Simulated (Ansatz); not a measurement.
A relaxation computed with Ansatz, from input to last step.

```yaml
crystal:
  lattice:
    - [5.0176385912, 0.0, 0.0]
    - [-2.5088192956, 4.345402487, 0.0]
    - [0.0, 0.0, 2.8742045076]
  atoms:
    - { symbol: Ti, position: [0.6666666667, 0.3333333333, 0.5] }
    - { symbol: Ti, position: [0.3333333333, 0.6666666667, 0.5] }
    - { symbol: Ti, position: [0.0, 0.0, 0.0] }
    - { symbol: O, position: [0.6065794388, 0.6065794388, 0.0] }
    - { symbol: O, position: [0.3934205612, 0.0, 0.0] }
    - { symbol: O, position: [0.0, 0.3934205612, 0.0] }
basis:
  ecutwfc: 420
kpoints:
  mp_grid: { grid: [12, 12, 12] }
hamiltonian:
  xc: pbesol
scf:
  occupations: { method: gaussian, width: 0.1 }
output:
  forces: true
  stress: true
  eigenvalues: true
relax:
  adjacent_minimum: "off"
  f_tol: 0.005
  max_steps: 50
  cell: { stress_tol: 0.05 }
```

```bash
ansatz run input.yaml --threads 1 --pin off --max-ram 2560MiB --backend cpu --events-out ev --progress --plain --runs-dir out
```

Level of theory: Ansatz 0.2.0, DFT PBEsol, scalar-relativistic, plane waves, PAW.

Of 8 frames 7 are shown, positions in Å and forces in eV/Å; the SCF threshold varies from step to step. Steps run on the plane waves of an earlier cell, with a Pulay correction in the pressure. The basis is chosen afresh for the last frame, the zero of the energies, and at times for earlier ones too; energy and pressure step there, also at an unchanged geometry.

```xyz
6
Lattice="5.0176 0.0000 0.0000 -2.5088 4.3454 0.0000 0.0000 0.0000 2.8742" Properties=species:S:1:pos:R:3:forces:R:3 pbc="T T T" step=1 free_energy_over_end_meV_per_atom=10.00 pressure_GPa=-8.13
Ti    2.5088    1.4485    1.4371    0.0000    0.0000    0.0000
Ti    0.0000    2.8969    1.4371    0.0000    0.0000    0.0000
Ti    0.0000    0.0000    0.0000    0.0000    0.0000    0.0000
O     1.5218    2.6358    0.0000    0.0058    0.0100    0.0000
O     1.9740    0.0000    0.0000   -0.0116    0.0000    0.0000
O    -0.9870    1.7096    0.0000    0.0058   -0.0100    0.0000
6
Lattice="4.9690 0.0000 0.0000 -2.4845 4.3033 0.0000 0.0000 0.0000 2.8513" Properties=species:S:1:pos:R:3:forces:R:3 pbc="T T T" step=2 free_energy_over_end_meV_per_atom=-0.18 pressure_GPa=-2.08
Ti    2.4845    1.4344    1.4257    0.0000    0.0000    0.0000
Ti    0.0000    2.8689    1.4257    0.0000    0.0000    0.0000
Ti    0.0000    0.0000    0.0000    0.0000    0.0000    0.0000
O     1.5046    2.6060    0.0000   -0.0033   -0.0057    0.0000
O     1.9599    0.0000    0.0000    0.0065    0.0000    0.0000
O    -0.9799    1.6973    0.0000   -0.0033    0.0057    0.0000
6
Lattice="4.9598 0.0000 0.0000 -2.4799 4.2953 0.0000 0.0000 0.0000 2.8354" Properties=species:S:1:pos:R:3:forces:R:3 pbc="T T T" step=3 free_energy_over_end_meV_per_atom=-1.19 pressure_GPa=0.15
Ti    2.4799    1.4318    1.4177    0.0000    0.0000    0.0000
Ti    0.0000    2.8635    1.4177    0.0000    0.0000    0.0000
Ti    0.0000    0.0000    0.0000    0.0000    0.0000    0.0000
O     1.5016    2.6009    0.0000   -0.0074   -0.0129    0.0000
O     1.9565    0.0000    0.0000    0.0149    0.0000    0.0000
O    -0.9783    1.6944    0.0000   -0.0074    0.0129    0.0000
6
Lattice="4.9598 0.0000 0.0000 -2.4799 4.2953 0.0000 0.0000 0.0000 2.8358" Properties=species:S:1:pos:R:3:forces:R:3 pbc="T T T" step=4 free_energy_over_end_meV_per_atom=-1.19 pressure_GPa=0.08
Ti    2.4799    1.4318    1.4179    0.0000    0.0000    0.0000
Ti    0.0000    2.8636    1.4179    0.0000    0.0000    0.0000
Ti    0.0000    0.0000    0.0000    0.0000    0.0000    0.0000
O     1.5008    2.5995    0.0000    0.0052    0.0090    0.0000
O     1.9582    0.0000    0.0000   -0.0104    0.0000    0.0000
O    -0.9791    1.6958    0.0000    0.0052   -0.0090    0.0000
6
Lattice="4.9597 0.0000 0.0000 -2.4799 4.2952 0.0000 0.0000 0.0000 2.8370" Properties=species:S:1:pos:R:3:forces:R:3 pbc="T T T" step=5 free_energy_over_end_meV_per_atom=-1.18 pressure_GPa=0.00
Ti    2.4799    1.4317    1.4185    0.0000    0.0000    0.0000
Ti    0.0000    2.8635    1.4185    0.0000    0.0000    0.0000
Ti    0.0000    0.0000    0.0000    0.0000    0.0000    0.0000
O     1.5011    2.6000    0.0000    0.0000    0.0000    0.0000
O     1.9575    0.0000    0.0000    0.0000    0.0000    0.0000
O    -0.9788    1.6953    0.0000    0.0000    0.0000    0.0000
6
Lattice="4.9597 0.0000 0.0000 -2.4799 4.2952 0.0000 0.0000 0.0000 2.8370" Properties=species:S:1:pos:R:3:forces:R:3 pbc="T T T" step=6 free_energy_over_end_meV_per_atom=0.00 pressure_GPa=-0.21
Ti    2.4799    1.4317    1.4185    0.0000    0.0000    0.0000
Ti    0.0000    2.8635    1.4185    0.0000    0.0000    0.0000
Ti    0.0000    0.0000    0.0000    0.0000    0.0000    0.0000
O     1.5011    2.6000    0.0000    0.0002    0.0003    0.0000
O     1.9575    0.0000    0.0000   -0.0003    0.0000    0.0000
O    -0.9788    1.6953    0.0000    0.0002   -0.0003    0.0000
6
Lattice="4.9585 0.0000 0.0000 -2.4792 4.2942 0.0000 0.0000 0.0000 2.8360" Properties=species:S:1:pos:R:3:forces:R:3 pbc="T T T" step=8 free_energy_over_end_meV_per_atom=0.00 pressure_GPa=-0.01
Ti    2.4792    1.4314    1.4180    0.0000    0.0000    0.0000
Ti    0.0000    2.8628    1.4180    0.0000    0.0000    0.0000
Ti    0.0000    0.0000    0.0000    0.0000    0.0000    0.0000
O     1.5007    2.5992    0.0000    0.0000   -0.0001    0.0000
O     1.9571    0.0000    0.0000    0.0001    0.0000    0.0000
O    -0.9786    1.6949    0.0000    0.0000    0.0001    0.0000
```

Time: 2.7 min on 1 thread of Intel(R) Xeon(R) Platinum 8488C (Sapphire Rapids), with other jobs on the host, peak memory 0.55 GiB.

Spin polarisation was left out, and a magnetic state may lie lower.